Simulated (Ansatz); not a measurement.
Here is the system:

AgC8:
Space group P6/mmm (No. 191); a = 4.9089 Å, b = 4.9089 Å, c = 5.4162 Å, α = 90.00°, β = 90.00°, γ = 120.00°

```
atom  site  symmetry       x       y       z
----  ----  --------  ------  ------  ------
C       6l       mm2  0.1670  0.3341  0.0000
C       2c      -6m2  0.3333  0.6667  0.0000
Ag      1b     6/mmm  0.0000  0.0000  0.5000
```

This is the r²SCAN+D4-relaxed structure.

### Question
All from the program Ansatz at the r²SCAN+D4 level (PAW), unless another level is named. Predict the electronic character.

### Answer
metallic (no gap).

### Question
Predict the density of states at the Fermi level.

### Answer
0.19 states/eV per atom (mean over ±0.08 eV).

### Question
Predict the formation energy from the elements (no fitted shifts).

### Answer
0.29 eV/atom.

The cell is a constructed one: a structure type filled with these elements; neither database checked (COD, Materials Project) lists it. Whether it is the stable phase at ambient conditions was not checked. The cell was relaxed with r²SCAN+D4 under the symmetry of its start; whether a distortion lowers the energy is not shown. No spin polarisation was allowed. The references are the lowest solids computed at this level, not always the standard phases. Scalar-relativistic: spin–orbit coupling is off unless named, which matters more the heavier the elements.

Potentials: the later of the program's two PAW sets.
